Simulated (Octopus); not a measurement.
# Mg2Ge (Fm-3m, No. 225): Octopus summary

Mg$_{2}$Ge (Fm-3m, No. 225):
```
Mg2Ge
1.0
    0.00000     3.18430     3.18430
    3.18430     0.00000     3.18430
    3.18430     3.18430     0.00000
Mg Ge
2 1
Direct
  0.75000   0.75000   0.75000
  0.25000   0.25000   0.25000
  0.00000   0.00000   0.00000
```
The cell is a database entry, not relaxed again.

All numbers are Octopus results at the level LDA (grid spacing about 0.24 Å, Γ-centred 6×6×6 k-mesh, Fermi-Dirac smearing of 0.03 eV, no spin polarisation; valence-only HGH without core correction for Mg Ge), not measurements. Spin-orbit coupling is left out.

What band gap does LDA give on the standard high-symmetry path?

0.13 eV, from Γ to X; smallest direct gap on the path 0.96 eV. A grid finer by a fifth moves the gap between mesh points by under 0.01 eV.
